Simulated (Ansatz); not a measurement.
Rb$_{2}$MgCl$_{4}$:
```
CELL_PARAMETERS angstrom
     -2.49690     2.49690     8.11096
      2.49690    -2.49690     8.11096
      2.49690     2.49690    -8.11096
ATOMIC_POSITIONS crystal
  Rb 0.35716 0.35716 0.00000
  Rb 0.64284 0.64284 0.00000
  Mg 0.00000 0.00000 0.00000
  Cl 0.15476 0.15476 0.00000
  Cl 0.84524 0.84524 0.00000
  Cl 0.50000 0.00000 0.50000
  Cl 0.00000 0.50000 0.50000
```

Relaxed with r²SCAN. Special points in fractions of this cell's reciprocal vectors: Γ (0.000, 0.000, 0.000); X (0.000, 0.000, 0.500); P (0.250, 0.250, 0.250); N (0.000, 0.500, 0.000); M (0.500, 0.500, -0.500); S (0.274, 0.726, -0.274); S0 (-0.274, 0.274, 0.274); R (-0.047, 0.047, 0.500); G (0.500, 0.500, -0.047).

**Question.** List the band energies nearest the valence-band maximum at these points for the program Ansatz at the r²SCAN with spin–orbit coupling level (PAW).

**Answer.** In eV from the valence-band maximum; about four levels below and three above (degenerate sets whole), none deeper than 8.9 eV; points with the same levels are listed once.

| k | below | above |
|---|---|---|
| Γ | -0.22 -0.22 -0.19 -0.19 | 5.64 5.64 6.70 6.70 |
| X | -0.07 -0.07 0.00 0.00 | 7.29 7.29 7.90 7.90 |
| P | -0.07 -0.07 -0.06 -0.06 | 7.50 7.50 7.50 7.50 |
| N | -0.39 -0.39 -0.08 -0.08 | 7.52 7.52 7.64 7.64 |
| M | -0.33 -0.33 -0.25 -0.25 | 6.40 6.40 6.57 6.57 |
| S | -0.39 -0.39 -0.07 -0.07 | 7.43 7.43 7.63 7.63 |
| R | -0.10 -0.10 -0.01 -0.01 | 7.33 7.33 7.70 7.70 |

Space group I4/mmm. The first step of the workflow began from a Materials Project structure, measured or hypothetical; the Crystallography Open Database copy checked does not list it. Whether it is the stable phase at ambient conditions was not checked. The cell was relaxed with r²SCAN under the symmetry of its start; whether a distortion lowers the energy is not shown.

Potentials: the later of the program's two PAW sets.
